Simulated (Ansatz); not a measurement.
A geometry of Ni away from equilibrium: the start of the relaxation of a relaxed Ni cell, doubled along one cell vector, shaken by Gaussian noise of σ = 0.08 Å a coordinate. These are r2SCAN (plane waves to 500 eV, PAW, scalar-relativistic; Ansatz, a program for electronic structure) values and carry that method's errors. Γ-centred k-mesh 8×16×16 on the run's cell (coarser than for final values), Fermi–Dirac smearing 0.05 eV.

```xyz
2
Lattice="0.0000 3.4781 3.4781 1.7391 0.0000 1.7391 1.7391 1.7391 0.0000" Properties=species:S:1:pos:R:3 pbc="T T T"
Ni     0.0025     0.0774    -0.0701
Ni    -0.0798     1.6798     1.8336
```
Spin-polarised start, with parallel moments on Ni.

What forces act on the atoms (eV/Å)?


```csv
atom,Fx,Fy,Fz
Ni1,-0.55,-0.07,0.75
Ni2,0.55,0.07,-0.75
```

What is the pressure?

+2.1 GPa, compression positive.

How much energy per atom can still be gained by relaxing?

0.04 eV/atom; the path ends in Fm-3m (No. 225) (fcc (Cu type)).

Spin state reached: ferromagnetic (net 0.74 μB/atom), from parallel starting moments; other spin orders were not run from this start. r2SCAN tends to overstate moments in metals.

The run could not lose the symmetry of its start.
